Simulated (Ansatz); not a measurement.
The relaxed structure here is a generated cell of IrO2: the first start was made by a random draw of sites in a space group, and the end was not matched to a known phase here, so it may be hypothetical. Known forms of IrO2 include space group No. 136.

The end point of a relaxation of IrO2. Space group Cmmm (No. 65). Computed with PBEsol (plane waves to 420 eV, PAW, scalar-relativistic; Ansatz, a quantum-chemistry and plane-wave program).

```cif
data_IrO2
_chemical_formula_sum 'Ir1 O2'
_space_group_name_H-M_alt 'P 1'
_space_group_IT_number 1
_cell_length_a 3.19665
_cell_length_b 3.19665
_cell_length_c 3.61921
_cell_angle_alpha 90.000
_cell_angle_beta 90.000
_cell_angle_gamma 106.542
loop_
_space_group_symop_operation_xyz
  'x, y, z'
loop_
_atom_site_label
_atom_site_type_symbol
_atom_site_fract_x
_atom_site_fract_y
_atom_site_fract_z
_atom_site_occupancy
Ir1 Ir 0.50000 0.50000 0.50000 1
O1 O 0.50000 0.50000 0.00000 1
O2 O 0.00000 0.00000 0.00000 1
```

Volume per atom: 11.82 Å³
Density: 10.50 g/cm³
Band gap: no gap (metallic)
Shortest distances: Ir–O 1.81 Å; O–O 1.91 Å; Ir–Ir 3.20 Å
k-mesh: 15×15×13

Band energies at high-symmetry points (eV from the Fermi level; labels of this space group; no spin-orbit coupling), from −5 eV up to 2.3 eV:

```tsv
point	energies
Γ	-4.25 -3.90 -2.79 -2.13 -1.84 -1.68 -1.11 -0.85 2.20
Y	-2.81 -2.64 -2.45 -1.88 -0.26 0.04 0.80 2.29
C0	-3.68 -2.68 -2.15 -1.07 -0.72 0.07 0.14 1.62
Σ0	-3.68 -2.68 -2.15 -1.07 -0.72 0.07 0.14 1.62
Z	-2.66 -1.32 -1.02 0.21 1.32 1.65
A0	-4.47 -0.80 -0.76 -0.23 -0.08 1.32 1.80 1.82
E0	-4.47 -0.80 -0.76 -0.23 -0.08 1.32 1.80 1.82
T	-4.82 -0.60 0.06 0.07 0.19 1.30
```

No spin polarisation in the result. The relaxed primitive cell holds an odd number of electrons. A magnetic state may lie lower. The d or f electrons are treated with no Hubbard U.

The run could not lose the symmetry of its start: the end is stationary, and may be a saddle point rather than a minimum.

All atoms sit on sites fixed by symmetry, so only the cell could relax.
